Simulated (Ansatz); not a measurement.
Independent-particle absorption of SiC (F-43m, a = 4.356 Å, b = 4.356 Å, c = 4.356 Å, α = 90.00°, β = 90.00°, γ = 90.00°), no local fields or excitons, 0.1 eV broadening. The calculation used Ansatz 0.2.0, DFT r2SCAN, scalar-relativistic, plane waves, PAW.

Plane waves to 500 eV, a k mesh through Γ of 10×10×10 on the computed 2-atom cell and Gaussian smearing (0.02 eV); no spin polarisation. The spectrum is summed on a 15×15×15 mesh.

```
Si C
1.0
     0.00000    2.17818    2.17818
     2.17818    0.00000    2.17818
     2.17818    2.17818    0.00000
Si C
1 1
Direct
  0.00000 0.00000 0.00000
  0.25000 0.25000 0.25000
```

(photon energy (eV), ε2,zz): (0.0, 0.00), (0.4, 0.00), (0.8, 0.00), (1.2, 0.00), (1.6, 0.00), (2.0, 0.00), (2.4, 0.00), (2.8, 0.00), (3.2, 0.00), (3.6, 0.00), (4.0, 0.00), (4.4, 0.00), (4.8, 0.00), (5.2, 1.45), (5.6, 3.15), (6.0, 5.21), (6.4, 8.31), (6.8, 11.61), (7.2, 21.25), (7.6, 23.52), (8.0, 9.18), (8.4, 8.55), (8.8, 16.19), (9.2, 13.13), (9.6, 9.49), (10.0, 7.95), (10.4, 6.57), (10.8, 5.29), (11.2, 4.26), (11.6, 3.62), (12.0, 3.12), (12.4, 2.67), (12.8, 2.76), (13.2, 2.24), (13.6, 2.00), (14.0, 1.72)

The strongest peak lies near 7.4 eV. ε∞ (xx, yy, zz) = 6.5, 6.5, 6.5.

Cost: 1 run of about 0.32 core-minutes, on Intel Xeon Platinum 8375C (Ice Lake) (shared hosts).